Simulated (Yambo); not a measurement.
Absorption of ScF3 (ReO3 type, space group Pm-3m, No. 221) with and without the electron-hole interaction (Yambo, LDA bands; 6×6×6 mesh, 9 valence and 6 conduction bands, static screening with 39 bands and a 4 Ry block, scissor 5.19 eV, Tamm-Dancoff; field along x).

```json
[
 {"E (eV)": "8.70", "Im ε, BSE": "0.21", "Im ε, independent quasiparticles": "0.02"},
 {"E (eV)": "8.80", "Im ε, BSE": "0.25", "Im ε, independent quasiparticles": "0.02"},
 {"E (eV)": "8.90", "Im ε, BSE": "0.30", "Im ε, independent quasiparticles": "0.02"},
 {"E (eV)": "9.00", "Im ε, BSE": "0.37", "Im ε, independent quasiparticles": "0.02"},
 {"E (eV)": "9.10", "Im ε, BSE": "0.47", "Im ε, independent quasiparticles": "0.02"},
 {"E (eV)": "9.20", "Im ε, BSE": "0.62", "Im ε, independent quasiparticles": "0.02"},
 {"E (eV)": "9.30", "Im ε, BSE": "0.85", "Im ε, independent quasiparticles": "0.03"},
 {"E (eV)": "9.40", "Im ε, BSE": "1.24", "Im ε, independent quasiparticles": "0.03"},
 {"E (eV)": "9.50", "Im ε, BSE": "1.98", "Im ε, independent quasiparticles": "0.03"},
 {"E (eV)": "9.60", "Im ε, BSE": "3.50", "Im ε, independent quasiparticles": "0.03"},
 {"E (eV)": "9.70", "Im ε, BSE": "6.68", "Im ε, independent quasiparticles": "0.03"},
 {"E (eV)": "9.80", "Im ε, BSE": "9.98", "Im ε, independent quasiparticles": "0.03"},
 {"E (eV)": "9.90", "Im ε, BSE": "7.24", "Im ε, independent quasiparticles": "0.04"},
 {"E (eV)": "10.00", "Im ε, BSE": "3.86", "Im ε, independent quasiparticles": "0.04"},
 {"E (eV)": "10.10", "Im ε, BSE": "2.25", "Im ε, independent quasiparticles": "0.04"},
 {"E (eV)": "10.20", "Im ε, BSE": "1.47", "Im ε, independent quasiparticles": "0.04"},
 {"E (eV)": "10.30", "Im ε, BSE": "1.04", "Im ε, independent quasiparticles": "0.05"},
 {"E (eV)": "10.40", "Im ε, BSE": "0.83", "Im ε, independent quasiparticles": "0.05"},
 {"E (eV)": "10.50", "Im ε, BSE": "0.77", "Im ε, independent quasiparticles": "0.05"},
 {"E (eV)": "10.60", "Im ε, BSE": "0.83", "Im ε, independent quasiparticles": "0.06"},
 {"E (eV)": "10.70", "Im ε, BSE": "0.82", "Im ε, independent quasiparticles": "0.06"},
 {"E (eV)": "10.80", "Im ε, BSE": "0.64", "Im ε, independent quasiparticles": "0.07"},
 {"E (eV)": "10.90", "Im ε, BSE": "0.54", "Im ε, independent quasiparticles": "0.07"},
 {"E (eV)": "11.00", "Im ε, BSE": "0.52", "Im ε, independent quasiparticles": "0.08"},
 {"E (eV)": "11.10", "Im ε, BSE": "0.56", "Im ε, independent quasiparticles": "0.09"},
 {"E (eV)": "11.20", "Im ε, BSE": "0.66", "Im ε, independent quasiparticles": "0.10"},
 {"E (eV)": "11.30", "Im ε, BSE": "0.84", "Im ε, independent quasiparticles": "0.12"},
 {"E (eV)": "11.40", "Im ε, BSE": "1.08", "Im ε, independent quasiparticles": "0.13"},
 {"E (eV)": "11.50", "Im ε, BSE": "1.38", "Im ε, independent quasiparticles": "0.16"},
 {"E (eV)": "11.60", "Im ε, BSE": "2.01", "Im ε, independent quasiparticles": "0.19"},
 {"E (eV)": "11.70", "Im ε, BSE": "3.09", "Im ε, independent quasiparticles": "0.23"},
 {"E (eV)": "11.80", "Im ε, BSE": "4.79", "Im ε, independent quasiparticles": "0.30"},
 {"E (eV)": "11.90", "Im ε, BSE": "7.90", "Im ε, independent quasiparticles": "0.40"},
 {"E (eV)": "12.00", "Im ε, BSE": "8.75", "Im ε, independent quasiparticles": "0.59"},
 {"E (eV)": "12.10", "Im ε, BSE": "5.39", "Im ε, independent quasiparticles": "0.94"},
 {"E (eV)": "12.20", "Im ε, BSE": "3.35", "Im ε, independent quasiparticles": "1.26"},
 {"E (eV)": "12.30", "Im ε, BSE": "2.70", "Im ε, independent quasiparticles": "1.37"},
 {"E (eV)": "12.40", "Im ε, BSE": "2.29", "Im ε, independent quasiparticles": "1.79"},
 {"E (eV)": "12.50", "Im ε, BSE": "2.09", "Im ε, independent quasiparticles": "2.74"},
 {"E (eV)": "12.60", "Im ε, BSE": "2.50", "Im ε, independent quasiparticles": "3.55"},
 {"E (eV)": "12.70", "Im ε, BSE": "2.60", "Im ε, independent quasiparticles": "2.99"},
 {"E (eV)": "12.80", "Im ε, BSE": "1.71", "Im ε, independent quasiparticles": "2.31"},
 {"E (eV)": "12.90", "Im ε, BSE": "1.14", "Im ε, independent quasiparticles": "2.35"},
 {"E (eV)": "13.00", "Im ε, BSE": "0.90", "Im ε, independent quasiparticles": "2.76"},
 {"E (eV)": "13.10", "Im ε, BSE": "0.70", "Im ε, independent quasiparticles": "3.07"},
 {"E (eV)": "13.20", "Im ε, BSE": "0.62", "Im ε, independent quasiparticles": "3.17"},
 {"E (eV)": "13.30", "Im ε, BSE": "0.65", "Im ε, independent quasiparticles": "2.99"},
 {"E (eV)": "13.40", "Im ε, BSE": "0.60", "Im ε, independent quasiparticles": "2.22"},
 {"E (eV)": "13.50", "Im ε, BSE": "0.60", "Im ε, independent quasiparticles": "1.65"},
 {"E (eV)": "13.60", "Im ε, BSE": "0.60", "Im ε, independent quasiparticles": "1.38"},
 {"E (eV)": "13.70", "Im ε, BSE": "0.51", "Im ε, independent quasiparticles": "1.18"},
 {"E (eV)": "13.80", "Im ε, BSE": "0.52", "Im ε, independent quasiparticles": "1.16"},
 {"E (eV)": "13.90", "Im ε, BSE": "0.48", "Im ε, independent quasiparticles": "1.29"},
 {"E (eV)": "14.00", "Im ε, BSE": "0.40", "Im ε, independent quasiparticles": "1.57"},
 {"E (eV)": "14.10", "Im ε, BSE": "0.43", "Im ε, independent quasiparticles": "1.84"},
 {"E (eV)": "14.20", "Im ε, BSE": "0.45", "Im ε, independent quasiparticles": "1.80"},
 {"E (eV)": "14.30", "Im ε, BSE": "0.40", "Im ε, independent quasiparticles": "1.66"},
 {"E (eV)": "14.40", "Im ε, BSE": "0.43", "Im ε, independent quasiparticles": "1.69"},
 {"E (eV)": "14.50", "Im ε, BSE": "0.42", "Im ε, independent quasiparticles": "1.94"},
 {"E (eV)": "14.60", "Im ε, BSE": "0.33", "Im ε, independent quasiparticles": "1.85"},
 {"E (eV)": "14.70", "Im ε, BSE": "0.32", "Im ε, independent quasiparticles": "1.63"},
 {"E (eV)": "14.80", "Im ε, BSE": "0.30", "Im ε, independent quasiparticles": "1.59"},
 {"E (eV)": "14.90", "Im ε, BSE": "0.28", "Im ε, independent quasiparticles": "1.76"},
 {"E (eV)": "15.00", "Im ε, BSE": "0.33", "Im ε, independent quasiparticles": "2.12"},
 {"E (eV)": "15.10", "Im ε, BSE": "0.39", "Im ε, independent quasiparticles": "2.45"},
 {"E (eV)": "15.20", "Im ε, BSE": "0.35", "Im ε, independent quasiparticles": "2.79"},
 {"E (eV)": "15.30", "Im ε, BSE": "0.36", "Im ε, independent quasiparticles": "3.10"},
 {"E (eV)": "15.40", "Im ε, BSE": "0.33", "Im ε, independent quasiparticles": "3.15"},
 {"E (eV)": "15.50", "Im ε, BSE": "0.27", "Im ε, independent quasiparticles": "2.92"},
 {"E (eV)": "15.60", "Im ε, BSE": "0.27", "Im ε, independent quasiparticles": "2.49"}
]
```

The scissor comes from a G0W0 run whose convergence isn't established. Broadening 0.15 eV. The band window holds all transitions up to 17.5 eV. Fine structure above the onset can come from the mesh.

The cell is held in this high symmetry; tilts and polar distortions were not searched.

Geometry relaxed with LDA; primitive cell a = b = c = 3.970 Å, α = β = γ = 90.00°.
